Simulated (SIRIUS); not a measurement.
A self-consistent single point of C (Cmme, 8 atoms in the cell; from Materials Project mp-568286, changed as shown).

```
C
1.0
    2.46549     0.00000     0.00000
    0.00000     4.27588     0.00000
    0.00000     0.00000     7.08213
C
8
Direct
  0.50000   0.41686   0.75572
  0.00000   0.08314   0.24428
  0.50000   0.08314   0.75572
  0.00000   0.41686   0.24428
  0.00000   0.91686   0.75572
  0.50000   0.58314   0.24428
  0.00000   0.58314   0.75572
  0.50000   0.91686   0.24428
```

Method: LDA (PW92), GBRV LDA ultrasoft pseudopotentials (plane waves; SIRIUS).

SIRIUS settings:

```
key                                                                   value
--------------------------------------  -----------------------------------
parameters.ngridk                                                    14 8 6
parameters.xc_functionals                           [XC_LDA_X, XC_LDA_C_PW]
parameters.gk_cutoff                                           6.325 1/bohr
parameters.pw_cutoff                                          14.143 1/bohr
parameters.smearing                                             fermi_dirac
parameters.smearing_width                                     0.00367493 Ha
potentials                              GBRV LDA ultrasoft pseudopotentials
parameters.electronic_structure_method                      pseudopotential
parameters.num_bands                                                     20
parameters.num_mag_dims                                                   0
parameters.num_dft_iter                                                 100
parameters.energy_tol                                              1e-07 Ha
parameters.density_tol                                                1e-06
mixer.type                                                         anderson
mixer.beta                                                              0.5
mixer.use_hartree                                                     false
```

Results:

```
Item                                                     Result
------------------------------------------------  -------------
Number of valence electrons                                  32
Number of bands                                              20
Number of k-points after the program's reduction            160
Number of plane waves (most at a k-point)                  2183
Number of SCF iterations                                     17
FFT grid                                           24 × 40 × 64
Free energy E − TS                                -1254.7279 eV
Fermi level (on the code's own zero)                    6.07 eV
Pressure                                              -8.24 GPa
Largest force (vector length)                        0.099 eV/Å
```

Forces (eV/Å):
```
atom     Fx      Fy      Fz
----  -----  ------  ------
C1    0.000  -0.099  -0.009
C2    0.000   0.099   0.009
C3    0.000   0.099  -0.009
C4    0.000  -0.099   0.009
C5    0.000  -0.099  -0.009
C6    0.000   0.099   0.009
C7    0.000   0.099  -0.009
C8    0.000  -0.099   0.009
```

Stress (GPa, positive for compression):
```
-10.87    0.00    0.00
  0.00  -12.62    0.00
  0.00    0.00   -1.22
```

For comparison: a first run was changed to give this one (lattice scaled by 1.02), and from it to this one the free energy is nearly the same (within 1 meV/atom), the pressure goes from 8.04 to -8.24 GPa and the largest force goes from 0.118 to 0.099 eV/Å.

The structure comes from a collection of computed structures, made at another level of theory; the collection holds predicted forms beside known ones. Its lattice was then scaled.

Cost on one core: roughly 120 core-seconds.
